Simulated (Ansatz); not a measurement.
## BaAlGe: do energies and stresses tell the same story?

The calculation used DFT r2SCAN, scalar-relativistic, plane waves, PAW in Ansatz 0.2.0.

Plane waves to 500 eV, a k mesh through Γ of 12×12×8 on the computed 3-atom cell and Gaussian smearing (0.10 eV); no spin polarisation.

Relaxed cell: P-6m2, a = 4.352 Å, b = 4.352 Å, c = 5.209 Å, α = 90.00°, β = 90.00°, γ = 120.00°, 3 atoms in the primitive cell. Whether it is the stable form of this composition wasn't checked.

Energies at zero smearing and pressures from the stress tensor, at volumes with shape and atoms relaxed:
```csv
V (Å³/atom),E − E(first) (meV/atom),P (GPa)
26.768,0.00,3.35
27.623,-12.83,1.54
28.477,-16.77,0.00
29.331,-13.12,-1.33
30.186,-2.96,-2.44
```

Problem. Check P = −dE/dV between neighbouring volumes, and get the bulk modulus from the pressures alone.

Solution. With 1 eV/Å³ = 160.2 GPa:
| middle V (Å³/atom) | −ΔE/ΔV (GPa) | mean P (GPa) |
| --- | --- | --- |
| 27.196 | 2.405 | 2.448 |
| 28.050 | 0.740 | 0.770 |
| 28.904 | -0.685 | -0.665 |
| 29.758 | -1.905 | -1.886 |

The two differ by 0.04 GPa at most. The mean of two end pressures misses the average over a step by about ΔV² P″/12, up to 0.03 GPa here; with that taken off 0.02 GPa remains. Around V = 28.477 Å³/atom, the two neighbours give B = −V ΔP/ΔV = 28.477 × 2.87 / 1.709 = 47.8 GPa, against B0 = 47.4 GPa from the Birch–Murnaghan fit of the energies.

Cost: 6 runs of about 3.9 core-minutes in all, on AMD EPYC 9R45 (Zen 5) (shared hosts).